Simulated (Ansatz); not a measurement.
**HfIn4SiO6: changing the Hubbard U on Hf d**

Space group C2 (No. 5). a = 5.432 Å, b = 9.407 Å, c = 7.636 Å, α = 90.00°, β = 104.07°, γ = 90.00°
```json
{"atom": "Hf", "site": "2a", "symmetry": "2", "x": "0.5000", "y": "0.7117", "z": "0.0000"}
{"atom": "In", "site": "2b", "symmetry": "2", "x": "0.5000", "y": "0.8783", "z": "0.5000"}
{"atom": "In", "site": "2a", "symmetry": "2", "x": "0.5000", "y": "0.0450", "z": "0.0000"}
{"atom": "In", "site": "2b", "symmetry": "2", "x": "0.5000", "y": "0.2159", "z": "0.5000"}
{"atom": "In", "site": "2b", "symmetry": "2", "x": "0.5000", "y": "0.5419", "z": "0.5000"}
{"atom": "Si", "site": "2a", "symmetry": "2", "x": "0.5000", "y": "0.3783", "z": "0.0000"}
{"atom": "O", "site": "4c", "symmetry": "1", "x": "0.0882", "y": "0.0260", "z": "0.8667"}
{"atom": "O", "site": "4c", "symmetry": "1", "x": "0.6664", "y": "0.8715", "z": "0.8666"}
{"atom": "O", "site": "4c", "symmetry": "1", "x": "0.3912", "y": "0.2376", "z": "0.1333"}
```

The cell comes from a database or a generator and needn't be the stable form of this composition.

Kept alike: task projected density of states; functional PBE; k mesh 6 × 6 × 4; occupations fermi-dirac, width 0.05 eV; no spin polarisation. Program: Ansatz, Ansatz PAW, cutoff 420 eV. The mesh is that of the run's cell of 12 atoms. No spin-orbit coupling.

| Hubbard U on Hf d, U (eV) | pressure (GPa) |
| --- | --- |
| 2 | 0.49 |
| 4 | 1.00 |
| 6 | ? |
| 8 | 2.16 |

Pressure is positive in compression, with a Pulay correction for the finite cutoff. U acts here on a shell without spin polarisation. For a metal such a mesh leaves the last digits unconverged. How U acts hangs on the program's projectors. U is the effective U - J on orthogonalised atomic projectors. Double counting: fully localised limit (the default).

Fit the rows shown and predict the run at 6 eV.

A least-squares line through the rows shown is pressure = 0.28 U - 0.09 (largest miss 0.030); at U = 6 it gives 1.59 GPa. The run gave: pressure 1.55 GPa.
